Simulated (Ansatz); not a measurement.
AgRh:
```cif
data_AgRh
_chemical_formula_sum 'Rh1 Ag1'
_space_group_name_H-M_alt 'P4/mmm'
_space_group_IT_number 123
_space_group_name_Hall '-P 4 2'
_cell_length_a 2.70371
_cell_length_b 2.70371
_cell_length_c 4.21703
_cell_angle_alpha 90.000
_cell_angle_beta 90.000
_cell_angle_gamma 90.000
loop_
_atom_site_label
_atom_site_type_symbol
_atom_site_symmetry_multiplicity
_atom_site_Wyckoff_symbol
_atom_site_fract_x
_atom_site_fract_y
_atom_site_fract_z
_atom_site_occupancy
Rh1 Rh 1 a 0.00000 0.00000 0.00000 1
Ag1 Ag 1 d 0.50000 0.50000 0.50000 1
```

Relaxed with r²SCAN.

Question: Tabulate the valence density and the electron localisation function along the shortest Ag–Ag contact (2.70 Å), DFT-r²SCAN in the program Ansatz with PAW potentials.

Answer: 

```tsv
distance from Ag (Å)	density (e/Å³)	ELF
0.27	17.14	0.72
0.41	11.90	0.59
0.54	7.24	0.51
0.68	3.87	0.46
0.81	1.84	0.39
0.95	0.86	0.29
1.08	0.47	0.21
1.22	0.33	0.16
1.35	0.28	0.15
1.49	0.33	0.16
1.62	0.47	0.21
1.76	0.86	0.29
1.89	1.84	0.39
2.03	3.87	0.46
2.16	7.24	0.51
2.30	11.90	0.59
2.43	17.14	0.72
```

The density is the valence pseudo-density with augmentation charge, so density and ELF within about 1 Å of a nucleus are not all-electron values.

The start of the workflow was typed in or built on a structure type; neither database checked (COD, Materials Project) lists it. Its standing as an ambient phase is unchecked. Symmetry was held in the r²SCAN relaxation; its stability against distortions is not shown here. No spin polarisation was allowed. Its formation energy is positive at this level, so the cell may be metastable or incomplete.

Potentials: the earlier of the program's two PAW sets.
